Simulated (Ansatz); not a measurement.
NbNO:
```
CELL_PARAMETERS angstrom
      4.95516     0.00000     0.00000
      0.00000     5.02000     0.00000
     -0.89675     0.00000     5.09138
ATOMIC_POSITIONS crystal
  Nb 0.29404 0.45109 0.71849
  Nb 0.70596 0.54891 0.28151
  Nb 0.70596 0.95109 0.78151
  Nb 0.29404 0.04891 0.21849
  N  0.44110 0.74516 0.97768
  N  0.55890 0.25484 0.02232
  N  0.55890 0.24516 0.52232
  N  0.44110 0.75484 0.47768
  O  0.06141 0.32349 0.34821
  O  0.93859 0.67651 0.65179
  O  0.93859 0.82349 0.15179
  O  0.06141 0.17651 0.84821
```

PBEsol in the plane-wave PAW code Ansatz gives a gap of 1.57 eV without spin–orbit coupling, maximum on the Γ–Z line, 60 % of the way from Γ, minimum at Y2.

Q: What happens when spin–orbit coupling is switched on?

A: The gap hardly moves, to 1.57 eV; maximum on the Γ–Z line, 60 % of the way from Γ, minimum at Y2.

Q: Give the electron effective mass with spin–orbit coupling.

A: 0.77, 1.0, 1.2 mₑ (principal values).

Q: Give the hole effective mass with spin–orbit coupling.

A: 0.64, 1.3, 6.4 mₑ (principal values).

Space group P2_1/c. The first step of the workflow began from a Materials Project structure, measured or hypothetical; the Crystallography Open Database files this formula in space group No. 14, but the cells were not matched. Its standing as an ambient phase is unchecked. The PBEsol relaxation kept the symmetry of its start; its stability against distortions is not shown here. No spin polarisation was allowed.

Potentials: the later of the program's two PAW sets.
